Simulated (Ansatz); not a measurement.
ZrNi:
```
CELL_PARAMETERS angstrom
      1.62589    -4.94275     0.00000
      1.62589     4.94275     0.00000
      0.00000     0.00000     4.02056
ATOMIC_POSITIONS crystal
  Zr 0.63883 0.36117 0.25000
  Zr 0.36117 0.63883 0.75000
  Ni 0.91717 0.08283 0.25000
  Ni 0.08283 0.91717 0.75000
```

Relaxed with PBEsol. Special points in fractions of this cell's reciprocal vectors: Γ (0.000, 0.000, 0.000); Y (-0.500, 0.500, 0.000); C0 (-0.277, 0.723, 0.000); Σ0 (0.277, 0.277, 0.000); Z (0.000, 0.000, 0.500); A0 (0.277, 0.277, 0.500); E0 (-0.277, 0.723, 0.500); T (-0.500, 0.500, 0.500); S (0.000, 0.500, 0.000); R (0.000, 0.500, 0.500).

### Question
List the band energies nearest the Fermi level at these points for the program Ansatz at the PBEsol level (PAW).

### Answer
In eV from the Fermi level; about four levels below and three above (degenerate sets whole), none deeper than 8.9 eV; points with the same levels are listed once.

```
k                     below                above
--  -----------------------  -------------------
Γ   -1.91 -1.75 -1.57 -0.02       0.44 0.56 1.13
Y   -1.90 -1.83 -1.77 -0.64  0.35 0.46 1.37 1.38
C0  -1.44 -1.08 -1.05 -0.04       0.41 1.19 2.36
Z   -1.78 -1.78 -0.59 -0.59  0.56 0.56 1.07 1.07
A0  -1.49 -1.49 -0.62 -0.62  0.48 0.48 1.01 1.01
T   -1.84 -1.84 -1.05 -1.05  0.88 0.88 1.98 1.98
S   -1.48 -1.42 -1.34 -0.92       0.04 0.31 0.95
R   -1.44 -1.44 -0.17 -0.17  0.11 0.11 0.77 0.77
```

Space group Cmcm. The first step of the workflow began from a Materials Project structure, measured or hypothetical; the Crystallography Open Database files this formula in space group No. 63, but the cells were not matched. Whether it is the stable phase at ambient conditions was not checked. The cell was relaxed with PBEsol under the symmetry of its start; its stability against distortions is not shown here. No spin polarisation was allowed. Scalar-relativistic: spin–orbit coupling is off unless named, which matters more the heavier the elements.

Potentials: the later of the program's two PAW sets.
